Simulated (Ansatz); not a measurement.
TlCl (CsCl type), relaxed with PBE+D3(BJ) (Ansatz, an electronic-structure program, plane waves, PAW): a = 3.9175 Å, b = 3.9175 Å, c = 3.9175 Å, α = 90.00°, β = 90.00°, γ = 90.00°.

- gap (eV): 2.23
- ΔH_f (eV/atom): -1.02
- ε∞: 4.98
- ε0: 1900
- highest Γ mode, no LO–TO term (cm⁻¹): 7
- electron conductivity mass (mₑ): 0.26

Q: The same phase is relaxed and computed with LDA in the same code. What are the cell and these values now?

A: a = b = c = 3.694 Å, α = β = γ = 90.00°.

gap (eV): 1.57
ΔH_f (eV/atom): -0.90
ε∞: 6.35
ε0: 43.9
highest Γ mode, no LO–TO term (cm⁻¹): 64
electron conductivity mass (mₑ): 0.19

All cells were relaxed under the symmetry of their starts (and spin orders); stability against distortions was not tested throughout. Scalar-relativistic: spin–orbit coupling is off unless named, which matters more the heavier the elements.

Potentials: the later of the program's two PAW sets.

Ansatz is a plane-wave DFT program.

Formation energies count from the lowest solids of the elements computed at the same level, not from gases.
